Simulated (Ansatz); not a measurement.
Se:
```xyz
3
Lattice="4.0372 0.0000 0.0000 -2.0186 3.4964 0.0000 0.0000 0.0000 5.1227" Properties=species:S:1:pos:R:3 pbc="T T T"
Se     1.0044     0.0000     4.2689
Se    -0.5022     0.8699     0.8538
Se     1.5164     2.6265     2.5613
```

Relaxed with PBEsol. Special points in fractions of this cell's reciprocal vectors: Γ (0.000, 0.000, 0.000); M (0.500, 0.000, 0.000); K (0.333, 0.333, 0.000); A (0.000, 0.000, 0.500); L (0.500, 0.000, 0.500); H (0.333, 0.333, 0.500).

**Question.** List the band energies nearest the valence-band maximum at these points for PBEsol in the plane-wave PAW code Ansatz.

**Answer.** In eV from the valence-band maximum; about four levels below and three above (degenerate sets whole), none deeper than 8.9 eV; points with the same levels are listed once.

| k | below | above |
|---|---|---|
| Γ | -3.52 -3.52 -1.96 -1.96 -0.61 | 1.37 1.37 1.97 |
| M | -3.93 -3.72 -1.54 -1.04 | 1.35 1.59 4.19 |
| K | -3.37 -3.37 -3.14 -2.59 | 3.21 3.21 3.70 |
| A | -3.19 -3.19 -1.47 -1.42 -1.42 | 0.82 0.82 0.83 |
| L | -4.35 -2.56 -2.06 -0.16 | 1.21 2.42 2.91 |
| H | -5.66 -5.66 -1.23 -0.06 -0.06 | 0.39 2.12 2.12 |

Space group P3_121 (trigonal Se type). Symmetry was held in the PBEsol relaxation. A crystal of weakly bound chains computed without a dispersion correction: the cell and the soft elastic constants depend strongly on that. Spin–orbit coupling is left out wherever it is not named.

Potentials: the later of the program's two PAW sets.
